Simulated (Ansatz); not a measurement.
**Notes on Ag₃PN₄**

```
P Ag N
1.0
     6.04334    0.00000    0.00000
     0.00000    6.04334    0.00000
     0.00000    0.00000    6.04334
P Ag N
2 6 8
Direct
  0.00000 0.00000 0.00000
  0.50000 0.50000 0.50000
  0.50000 0.25000 0.00000
  0.75000 0.00000 0.50000
  0.50000 0.75000 0.00000
  0.25000 0.00000 0.50000
  0.00000 0.50000 0.25000
  0.00000 0.50000 0.75000
  0.34500 0.34500 0.34500
  0.84500 0.15500 0.15500
  0.65500 0.65500 0.34500
  0.15500 0.84500 0.15500
  0.34500 0.65500 0.65500
  0.84500 0.84500 0.84500
  0.65500 0.34500 0.65500
  0.15500 0.15500 0.84500
```

The numbers come from plane-wave PAW DFT (Ansatz): PBE, no spin polarisation, 420 eV, 6×6×6 Γ-centred k points, fermi-dirac occupations (width 0.1 eV). Nothing was relaxed.

Is there a gap?

It is a metal, with about 8.2 states/eV a cell as the mean within 0.25 eV of the Fermi level, mostly N p (72 %) and Ag d (22 %).

What does the stress say?

The pressure is -5.7 GPa (compression positive), so with the atoms held at these fractions the cell would first shrink; the forces are large, so a full relaxation may end otherwise.

Which atom feels the largest force, and which way?

The largest is on N12 (and as large on other atoms): 1.91 eV/Å, components (1.10, -1.10, 1.10). It makes 180° with the line to a nearest neighbour, P1 at 1.62 Å, pointing away from it.

What is the formation energy?

0.74 eV an atom against the elements' usual phases (free molecules for gases, crystals otherwise, with no correction for O₂ or N₂), so at this geometry it isn't bound against them. Relaxing would lower it.

Origin: a known structure type with other elements, at an estimated volume, so it need not be a known compound. Caveats: many states at the Fermi level without spin polarisation, so a magnetic state may lie lower; atoms or cell far from equilibrium.
